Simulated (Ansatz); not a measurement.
PbS:
```xyz
6
Lattice="4.2248 0.0000 0.0000 -2.1124 3.6588 0.0000 0.0000 0.0000 10.3479" Properties=species:S:1:pos:R:3 pbc="T T T"
Pb    -0.7037     1.2188     6.8986
Pb     1.4087     2.4399     0.0000
Pb     1.4074     0.0000     3.4493
S     -0.7041     1.2195     1.7246
S      1.4083     2.4392     5.1739
S      1.4082     0.0000     8.6232
```

Relaxed with r²SCAN.

Give the Bader charges and basin volumes of the independent atoms, DFT-r²SCAN in the program Ansatz with PAW potentials.



```csv
atom,Bader charge (e),Bader volume (Å³)
Pb1,+1.07,24.7
S4,-1.07,28.6
```

Space group Fm-3m (rock salt). The r²SCAN relaxation kept the symmetry of its start. Scalar-relativistic: spin–orbit coupling is off unless named, which matters more the heavier the elements.

Potentials: the earlier of the program's two PAW sets.
